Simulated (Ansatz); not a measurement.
## B$_{2}$SbI$_{3}$: computed properties

Theory: DFT PBE, scalar-relativistic, plane waves, PAW (Ansatz).

Cutoff 420 eV; k points 6×6×12 on the computed 6-atom cell (Γ-centred); Gaussian smearing, width 0.10 eV; no spin polarisation.

The structure is relaxed at this level of theory with its symmetry kept, and needn't be the ground state of this composition.

```
B Sb I
1.0
     7.62576    0.00000    0.00000
    -3.81288    6.60410    0.00000
     0.00000    0.00000    3.50786
B Sb I
2 1 3
Cartesian
  0.0000 0.0000 0.8458
  0.0000 0.0000 2.6621
  3.8129 2.2014 0.0000
  -1.7669 5.4229 0.0000
  0.0000 2.3624 0.0000
  1.7669 5.4229 0.0000
```

```json
{"Space group": "P-6m2 (No. 187)", "Volume per atom": "29.44 Å³", "Formation energy from the elements' standard states (uncorrected)": "+0.719 eV/atom", "Kohn–Sham band gap": "none (metal)", "Density of states at the Fermi level": "3.0 states/eV per cell", "Orbital (Löwdin) character within 0.5 eV of the Fermi level": "Sb 5p 56 %, I 5p 30 %, B 2p 8 %", "Bader charge by site (e)": "B (2 in the cell) 0.13, Sb (1 in the cell) 0.17, I (3 in the cell) -0.14"}
```

Spin-orbit coupling is left out, which matters for the bands of heavy elements.

The cell was found from a structure generator's guess, not taken from experiment. Löwdin shares on free-atom orbitals overweight diffuse shells.
